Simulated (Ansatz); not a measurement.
HfO₂:
```xyz
12
Lattice="5.5270 0.0000 0.0000 0.0000 3.2938 0.0000 0.0000 0.0000 6.4530" Properties=species:S:1:pos:R:3 pbc="T T T"
Hf     4.1628     0.8234     0.7182
Hf     1.3642     2.4703     5.7348
Hf     4.1277     2.4703     3.9447
Hf     1.3993     0.8234     2.5083
O      5.3965     2.4703     2.1904
O      0.1305     0.8234     4.2626
O      2.8940     0.8234     5.4169
O      2.6330     2.4703     1.0361
O      4.7513     2.4703     5.9719
O      0.7757     0.8234     0.4811
O      3.5392     0.8234     2.7454
O      1.9878     2.4703     3.7076
```

PBEsol (plane waves, PAW; program Ansatz) gives a gap of 3.29 eV without spin–orbit coupling, maximum at Γ, minimum at Γ.

Task: What happens when spin–orbit coupling is switched on?

Result: The gap decreases by 0.05 eV, to 3.24 eV; maximum at Γ, minimum at Γ.

Task: Give the electron effective mass with spin–orbit coupling.

Result: 0.60, 0.68, 2.2 mₑ (principal values).

Task: Give the hole effective mass with spin–orbit coupling.

Result: 0.57, 0.84, 2.3 mₑ (principal values).

Space group Pnma. The workflow started from a Materials Project entry (that database holds measured and hypothetical structures alike); the Crystallography Open Database copy checked does not list it. It is not the phase usual at ambient conditions (space group No. 14, 29). The cell was relaxed with PBEsol under the symmetry of its start; whether a distortion lowers the energy is not shown. The run is not spin-polarised.

Potentials: the later of the program's two PAW sets.
